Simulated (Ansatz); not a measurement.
Polymorphs of Ti2SiB2, each relaxed with the program Ansatz at the PBEsol level (PAW):

A: P-6m2
a = b = 2.9876 Å, c = 7.1801 Å, α = β = 90.00°, γ = 120.00°

| atom | site | symmetry | x | y | z |
|---|---|---|---|---|---|
| Ti | 2h | 3m. | 0.3333 | 0.6667 | 0.2822 |
| Si | 1a | -6m2 | 0.0000 | 0.0000 | 0.0000 |
| B | 1b | -6m2 | 0.0000 | 0.0000 | 0.5000 |
| B | 1f | -6m2 | 0.6667 | 0.3333 | 0.5000 |

B: Cmmm
a = 3.023 Å, b = 10.410 Å, c = 3.360 Å, α = β = γ = 90.00°

```csv
atom,site,symmetry,x,y,z
Si,2a,mmm,0.0000,0.0000,0.0000
Ti,4j,m2m,0.5000,0.1356,0.5000
B,4i,m2m,0.0000,0.2075,0.0000
```

### Question
Put the candidates in order of energy per atom at 0 K, lowest first, for PBEsol.

### Answer
A (+0 meV/atom), B (+123 meV/atom)

Typed or built starts, not in the databases checked: A; B. All cells were relaxed under the symmetry of their starts (and spin orders); stability against distortions was not tested throughout. Named crystals with no word on spin ran without spin polarisation.

Energies hold the estimated change up to a 700 eV cutoff; steps of a few meV lie near the error of the meshes.

Potentials: the earlier of the program's two PAW sets. The files were generated under PBE; for other functionals the program regenerates the frozen cores, and for LDA and PBEsol the local potential too.
